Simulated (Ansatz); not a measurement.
**WN₂: computed property card**

WN$_{2}$:
```xyz
3
Lattice="2.8778 0.0000 0.0000 -1.4389 2.4923 0.0000 0.0000 0.0000 3.8672" Properties=species:S:1:pos:R:3 pbc="T T T"
W      1.4389     0.8308     1.9336
N      0.0000     0.0000     3.1692
N      0.0000     0.0000     0.6980
```

Space group P-6m2 (No. 187); conventional cell a = b = 2.878 Å, c = 3.867 Å, α = β = 90.00°, γ = 120.00°.

Method: DFT-LDA in the program Ansatz with PAW potentials. The cell and atoms are relaxed at this level. Other levels are named where they apply.

**Cell and energy**

```
Item                                                             Value
-----------------------------------------------------  ---------------
Volume per atom                                                9.25 Å³
Density                                                    12.68 g/cm³
Formation energy from the elements (no fitted shifts)  -67 kJ/mol-atom
```

**Electronic structure**

```
Quantity                                                                                           Value
----------------------------------------  --------------------------------------------------------------
Band gap                                                                              1.23 eV (indirect)
Valence-band maximum                                                                                at H
Conduction-band minimum                   on the H–A line, 20 % of the way from H (6 equivalent valleys)
Smallest direct gap on the standard path                                                         1.53 eV
Hole effective mass                                               0.32, 0.49, 0.49 mₑ (principal values)
```

**Mechanics**

```
Item                                                                                                         Result
-----------------------------------------------------------  ------------------------------------------------------
Bulk modulus (Birch–Murnaghan fit)                                                                          386 GPa
Pressure derivative B′                                                                                          4.3
Elastic constants (relaxed ions, GPa)                        C11 = 642, C12 = 204, C13 = 229, C33 = 1070, C44 = 244
Mechanical stability                                                         stable (all eigenvalues of C positive)
Hill bulk and shear moduli                                                                          397 and 250 GPa
Young's modulus                                                                                             619 GPa
Poisson's ratio                                                                                                0.24
Debye temperature from the elastic constants                                                                  698 K
Piezoelectric stress constants (proper, relaxed ions, C/m²)                           e16 = e21 = 0.67, e22 = -0.67
```

**Dielectric response**

```
Quantity                                                                      Value
--------------------------------------------------------  -------------------------
Electronic dielectric constant ε∞ (DFPT)                  14.5 (xx = yy), 10.9 (zz)
Static dielectric constant ε0 (ions relaxed, cell fixed)  14.5 (xx = yy), 11.0 (zz)
Born charges (a third of the trace)                              W +0.14, N -0.07 e
Largest static χ(2) component                                              120 pm/V
```

**Phonons**

```
Property                                                                   Value
--------------------------------------------------  ----------------------------
Highest zone-centre frequency (without LO–TO term)                     1127 cm⁻¹
Zone-centre stability                                     no imaginary mode at Γ
Dynamical stability on the path                     stable (no imaginary branch)
Zero-point energy                                                 100.5 meV/atom
Vibrational entropy at 300 K                             11.9 J/(K·mol of atoms)
```

The first step of the workflow began from a Materials Project structure, measured or hypothetical; the Crystallography Open Database copy checked does not list it. Whether it is the stable phase at ambient conditions was not checked. Symmetry was held in the LDA relaxation. No spin polarisation was allowed. Signs of piezoelectric constants follow the polarity of the cell as given. The references are the lowest solids computed at this level, not always the standard phases (solids in place of the gases). Spin–orbit coupling is left out wherever it is not named.

Potentials: the later of the program's two PAW sets.
